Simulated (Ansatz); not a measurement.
BN (h-BN type, space group P6_3/mmc)

```
CELL_PARAMETERS angstrom
      2.50644     0.00000     0.00000
     -1.25322     2.17064     0.00000
      0.00000     0.00000     6.61469
ATOMIC_POSITIONS crystal
  B  0.33333 0.66667 0.25000
  B  0.66667 0.33333 0.75000
  N  0.33333 0.66667 0.75000
  N  0.66667 0.33333 0.25000
```

The slice is a (0001) plane (indices of the conventional cell) through the point (0.333, 0.667, 0.250) (fractional), spanned by u = [110] and v = [1 -1 0] in vectors of this cell: u (2.51 Å) and v (4.34 Å, at 90° to u). It covers one period; positions are fractions (u, v).

Calculation: PBE-D3(BJ) (plane waves to 420 eV, PAW, scalar-relativistic; Ansatz, a first-principles code). k mesh 15×15×5. These are valence fields of a PAW run, semicore shells included where kept as valence: close to a nucleus they are smooth pseudo fields. BN was relaxed with its symmetry unable to fall.

Problem. Around which element is the density of the lowest conduction band (whole band as if filled, smooth part) largest on this plane?

Solution. N. Mean over a disc round each atom, of radius 0.45 times the shortest bond: N 0.047, B 0.003 e/Å³.

Problem. What is the ELF at the midpoint of the shortest B–N line in this plane (1.45 Å)?

Solution. 0.93.

Problem. What is the valence density on the shortest B–N line in this plane (1.45 Å), at its midpoint?

Solution. 1.81 e/Å³.

Problem. Sketch the density of the lowest conduction band (whole band as if filled, smooth part) on this plane as a map.

Solution. 
| v \ u | 0.00 | 0.14 | 0.29 | 0.43 | 0.57 | 0.71 | 0.86 |
|---|---|---|---|---|---|---|---|
| 0.92 | 0.002 | 0.004 | 0.023 | 0.055 | 0.055 | 0.023 | 0.004 |
| 0.83 | 0.002 | 0.006 | 0.036 | 0.081 | 0.081 | 0.036 | 0.006 |
| 0.75 | 0.001 | 0.003 | 0.022 | 0.055 | 0.055 | 0.022 | 0.003 |
| 0.67 | 0.001 | 0.001 | 0.005 | 0.014 | 0.014 | 0.005 | 0.001 |
| 0.58 | 0.002 | 0.002 | 0.002 | 0.002 | 0.002 | 0.002 | 0.002 |
| 0.50 | 0.014 | 0.009 | 0.003 | 0.001 | 0.001 | 0.003 | 0.009 |
| 0.42 | 0.061 | 0.040 | 0.010 | 0.002 | 0.002 | 0.010 | 0.040 |
| 0.33 | 0.088 | 0.062 | 0.016 | 0.003 | 0.003 | 0.016 | 0.062 |
| 0.25 | 0.061 | 0.040 | 0.009 | 0.001 | 0.001 | 0.009 | 0.040 |
| 0.17 | 0.015 | 0.010 | 0.003 | 0.001 | 0.001 | 0.003 | 0.010 |
| 0.08 | 0.002 | 0.003 | 0.002 | 0.002 | 0.002 | 0.002 | 0.003 |
| 0.00 | 0.001 | 0.002 | 0.006 | 0.013 | 0.013 | 0.006 | 0.002 |

Values: density of the lowest conduction band (whole band as if filled, smooth part) in e/Å³.
